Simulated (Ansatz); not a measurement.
# One atom moved along a line in SnBi₃

All numbers below come from DFT PBEsol, scalar-relativistic, plane waves, PAW in Ansatz 0.2.0. Settings: plane waves to 420 eV, k-mesh 14×14×14 (Γ-centred), Gaussian smearing 0.15 eV. Spin–orbit coupling is left out, which can shift energies with elements as heavy as these. No spin polarisation. Energies are free energies at this smearing, counted from the undisturbed cell; pressure is positive in compression.

Reference structure (relaxed at this level; it needn't be the usual structure):

```xyz
4
Lattice="-2.3284 2.3284 5.4626 2.3284 -2.3284 5.4626 2.3284 2.3284 -5.4626" Properties=species:S:1:pos:R:3 pbc="T T T"
Sn    0.0000    0.0000    0.0000
Bi    0.0000    0.0000    5.4626
Bi    2.3284    0.0000    2.7313
Bi    0.0000    2.3284    2.7313
```

Atom 1 (Sn) is moved by x along the Cartesian unit vector (0.000, -1.000, 0.000); the cell and all other atoms stay fixed. The cell is metallic on the mesh throughout.

```tsv
x (Å)	ΔE (meV/cell)	force along x on the moved atoms (eV/Å)	pressure (GPa)
-0.6000	253.4	1.15	2.8
-0.3000	43.5	0.34	0.8
0.0000	0.0	0.00	0.0
0.4500	?	-0.68	?
```

Problem. Give the withheld values.

Solution. ΔE (meV/cell) at x (Å) = 0.4500: 118.2; pressure (GPa) at x (Å) = 0.4500: 1.6.

Cost: 4 runs of about 3.9 core-minutes in all, on Intel Xeon 6975P-C (Granite Rapids) (shared hosts).